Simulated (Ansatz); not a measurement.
Question: ZrN (rock salt, space group No. 225) is relaxed with DFT-PBEsol in the program Ansatz with PAW potentials. What lattice parameters of the conventional cell result?

Answer: a = 4.552 Å.

Question: Is it a metal or does it have a gap at this level?

Answer: No gap at this level.

Space group Fm-3m (rock salt). The cell was relaxed with PBEsol under the symmetry of its start. No spin polarisation was allowed. With an odd number of electrons in the cell and no spin polarisation, the count alone makes it a metal. Spin–orbit coupling is left out wherever it is not named.

Potentials: the later of the program's two PAW sets.
